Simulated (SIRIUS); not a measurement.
SIRIUS run on SrTiO3 (Pm-3m, 5 atoms in the cell; from Materials Project mp-5229): self-consistent single point.

All values come from this method and carry its errors: PBE, GBRV PBE ultrasoft pseudopotentials (plane waves; SIRIUS).

```xyz
5
Lattice="3.9127 0.0000 0.0000 0.0000 3.9127 0.0000 0.0000 0.0000 3.9127" Properties=species:S:1:pos:R:3 pbc="T T T"
Sr     0.0000     0.0000     0.0000
Ti     1.9564     1.9564     1.9564
O      1.9564     0.0000     1.9564
O      0.0000     1.9564     1.9564
O      1.9564     1.9564     0.0000
```

Reference input (self-consistent single point, DFT, PBE, plane waves, GBRV PBE ultrasoft pseudopotentials): parameters.ngridk = 9 9 9; parameters.xc_functionals = [XC_GGA_X_PBE, XC_GGA_C_PBE]; parameters.gk_cutoff = 6.325 1/bohr; parameters.pw_cutoff = 14.143 1/bohr; parameters.smearing = gaussian; parameters.smearing_width = 0.00183747 Ha; potentials = GBRV PBE ultrasoft pseudopotentials; parameters.electronic_structure_method = pseudopotential; parameters.num_bands = 24; parameters.num_mag_dims = 0; parameters.num_dft_iter = 100; parameters.energy_tol = 1e-07 Ha. This run's input differs from it in these lines:

```diff
@@ -16,3 +16,3 @@
     "pw_cutoff": 14.143,
-    "ngridk": [9, 9, 9],
+    "ngridk": [2, 2, 2],
     "smearing": "gaussian",
```

Log, with long lists cut:

```
[find] density tolerance         : 1e-06
[find] total energy tolerance    : 1e-07
[find] iter_solver_tol (initial) : 0.01
[find] iter_solver_tol (target)  : 1e-13
[find] num_dft_iter              : 100
Charges and magnetic moments
--------------------------------------------------------------------------------
total charge          : 40.000000
[find] | SCF iteration   0 out of 100|
[diagonalize] iterative solver tolerance (occupied, empty): 0.01 0.01
[diagonalize] average number of iterations: 1.5
[find] Charges and magnetic moments
[find] total charge          : 40.000000
[find] Energy
   [... lines left out ...]

[find] Charges and magnetic moments
[find] total charge          : 40.000000
[find] Energy
[find] smearing (-TS)                 :      -0.00000000
[find] Total energy                   :    -143.47876418 (Ha),    -286.95752837 (Ry)
[find] Free energy (E-TS)             :    -143.47876418 (Ha),    -286.95752837 (Ry)
[find] band gap (eV)                  :       1.49074172
[find] Efermi                         :       0.40379650
[find] iteration : 13, RMS (target) : 4.7566e-07 (1.0000e-06) , energy difference (target) : 3.6948e-12 (1.0000e-07)
[find] bands are converged : true
[find] iterative solver converged : true
[find] converged after 14 SCF iterations!
[find] Charges and magnetic moments
[find] total charge          : 40.000000
[find] Energy
[find] smearing (-TS)                 :      -0.00000000
[find] Total energy                   :    -143.47876418 (Ha),    -286.95752837 (Ry)
[find] Free energy (E-TS)             :    -143.47876418 (Ha),    -286.95752837 (Ry)
[find] band gap (eV)                  :       1.49074172
[find] Efermi                         :       0.40379650
[ground_state] === stress tensor components [kbar] ===
[ground_state] === stress_total ===
[ground_state]   -58.018847   -0.000000    0.000000
[ground_state]    -0.000000  -58.018847    0.000000
[ground_state]     0.000000    0.000000  -58.018847
[ground_state] ==== total Forces in Ha/bohr =====
[ground_state] atom:    0, force:       0.0000000      0.0000000      0.0000000
   [... zero for the other atoms too ...]
```

The run converged in 14 iterations. SIRIUS prints the stress tensor with tension positive. Against the reference run the free energy goes up by 152 meV/atom and the pressure goes from 3.48 to 5.80 GPa.

This run is one point of a test of settings, so its values need not be converged; read them against the reference run alone. The structure comes from a collection of computed structures, made at another level of theory; the collection holds predicted forms beside known ones.

Cost on one core: about 11 core-seconds (a rough figure).

The gap that the log prints is read on the run's mesh, which can miss the band edges or a crossing.
